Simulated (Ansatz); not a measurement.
Relaxed-ion elastic tensor of ZnCdS$_{2}$ in space group P3m1 (No. 156; Zn on 1a, Cd on 1b, S on 1b, S on 1a) in GPa (Voigt order), PBEsol in the plane-wave PAW code Ansatz; density 4.59 g/cm³, 21.86 Å³ per atom.

```tsv
	1	2	3	4	5	6
1	95.7	51.6	46.5	-0.1	0.0	0.0
2	51.6	95.7	46.5	0.1	0.0	0.0
3	46.5	46.5	127	0.0	0.0	0.0
4	-0.1	0.1	0.0	19.9	0.0	0.0
5	0.0	0.0	0.0	0.0	19.9	-0.1
6	0.0	0.0	0.0	0.0	-0.1	22.1
```

Question: Is the crystal mechanically stable?

Answer: Yes: the smallest eigenvalue of C is 19.9 GPa.

Question: Work out the Voigt, Reuss and Hill averages.

Answer: K_V = 67.5, K_R = 66.8, K_H = 67.1; G_V = 23.9, G_R = 22.8, G_H = 23.4 GPa.

Question: Give Young's modulus, Poisson's ratio, Pugh's ratio and the universal anisotropy index.

Answer: E = 9KG/(3K + G) = 62.8 GPa; ν = 0.34; K/G = 2.87 (ductile by the Pugh limit of 1.75); A_U = 5G_V/G_R + K_V/K_R − 6 = 0.26.

Question: Estimate the sound speeds and the Debye temperature.

Answer: v_l = √((K + 4G/3)/ρ) = 4630 m/s, v_t = √(G/ρ) = 2260 m/s, mean 2530 m/s; Θ = (h/k)(3n/4πV)^(1/3) v_m = 270 K.

Question: How much does each axis shrink under pressure?

Answer: Linear compressibilities β_i = Σ_j S_ij (j = 1 to 3): x 5.6, y 5.6, z 3.8 per TPa.

The workflow started from a Materials Project entry (that database holds measured and hypothetical structures alike); the Crystallography Open Database copy checked does not list it. Whether it is the stable phase at ambient conditions was not checked. The cell was relaxed with PBEsol under the symmetry of its start; of distortions, only those at the zone centre were tested.

Potentials: the later of the program's two PAW sets.
